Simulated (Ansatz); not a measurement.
Fields on a plane of Mg2Sn (cubic Laves, MgCu2 type)

```xyz
6
Lattice="0.0000 4.0686 4.0686 4.0686 0.0000 4.0686 4.0686 4.0686 0.0000" Properties=species:S:1:pos:R:3 pbc="T T T"
Sn     0.0000     0.0000     0.0000
Sn     2.0343     2.0343     2.0343
Mg     5.0858     5.0858     5.0858
Mg     5.0858     3.0515     3.0515
Mg     3.0515     3.0515     5.0858
Mg     3.0515     5.0858     3.0515
```

The slice is a {110} plane (indices of the conventional cell) through the point (0.000, 0.000, 0.000) (fractional), spanned by u = [100] and v = [1 -1 -1] in vectors of this cell: u (5.75 Å) and v (8.14 Å, at 90° to u). It covers one period; positions are fractions (u, v).

Atoms on it: Sn at (0.00, 0.00); Sn at (0.50, 0.75); Mg at (0.25, 0.37); Mg at (0.75, 0.37).

The numbers are results of LDA (plane waves to 420 eV, PAW, scalar-relativistic; Ansatz, a program for electronic structure), not measurements. k mesh 10×10×10. Near the nuclei the fields are pseudised (PAW); where an atom keeps semicore shells as valence, they peak there. Mg2Sn was relaxed with its symmetry unable to fall. The relaxed cell of Mg2Sn is 74 % larger than its starting cell; the method has no dispersion term. This is one of several known forms of Mg2Sn; the measured ambient cells at hand have space group No. 225.

```
|8877553322000000000000000000000022335577|
|6655442211000000000011000000000011224455|
|4433221111000000112222221100000011112233|
|2222110000001111223344332211110000001122|
|1100000000001122445566554422110000000000|
|0000000000002233557788775533220000000000|
|0000000000112244668899886644221100000000|
|0000000000112233557788775533221100000000|
|0000000000001122445566554422110000000000|
|0000000000001111223344332211110000000000|
|0000000000000011112222221111000000000000|
|1111000000000000000011000000000000000011|
|1111000000000000000000000000000000000011|
|1111110000000000000000000000000000001111|
|1111111122222200000000000000222222111111|
|1111113366776622000000000022667766331111|
|0000115588998855110000001155889988551100|
|0000115588998855110000001155889988551100|
|0000002266776633111111111133667766220000|
|0000000022222211111111111111222222000000|
|0000000000000000111111111100000000000000|
|0000000000000000001111110000000000000000|
|1100000000000000001111110000000000000000|
|2222111100000000000000000000000000111122|
|4433221111000000000000000000000011112233|
|6655442211000000000000000000000011224455|
|8877553322110000000000000000001122335577|
|9988664422110000000000000000001122446688|
```
Scale: ten equal steps from -1.07 (start of '0') to 1.43 (end of '9'), in the order '0123456789'. Values: log₁₀ of the valence density in e/Å³. The map has 20 points along u (two characters each, u = 0 at the left) and 28 along v (v = 0 in the bottom row). The scale is logarithmic, as a density can span decades between atoms and voids.

```tsv
v \ u	0.00	0.10	0.20	0.30	0.40	0.50	0.60	0.70	0.80	0.90
0.96	x	0.19	0.35	0.27	0.29	0.36	0.29	0.27	0.35	0.19
0.86	0.36	0.37	0.26	0.32	0.34	0.34	0.34	0.32	0.26	0.37
0.75	0.34	0.30	0.33	0.35	0.13	x	0.13	0.35	0.33	0.30
0.64	0.55	0.55	0.47	0.47	0.35	0.34	0.35	0.47	0.47	0.55
0.54	0.83	0.77	0.52	0.36	0.37	0.36	0.37	0.36	0.52	0.77
0.43	0.77	0.10	0.42	0.43	0.05	0.46	0.05	0.43	0.43	0.10
0.32	0.46	0.05	0.43	0.42	0.10	0.77	0.10	0.43	0.43	0.05
0.21	0.36	0.37	0.36	0.52	0.77	0.83	0.77	0.52	0.36	0.37
0.11	0.34	0.35	0.47	0.47	0.55	0.55	0.55	0.47	0.47	0.35
0.00	x	0.13	0.35	0.33	0.30	0.34	0.30	0.33	0.35	0.13
```

Values: electron localisation function (ELF). Points within 0.5 Å of a nucleus are blanked (x), as the pseudised field means little there.

| Quantity | Value |
|---|---|
| Density on the Mg–Mg line (2.88 Å) at its midpoint | 0.13 e/Å³ |
| ELF at that point | 0.6 |
| ELF maximum in the middle third of the Mg–Mg line | 0.61, 1.4 Å from Mg |
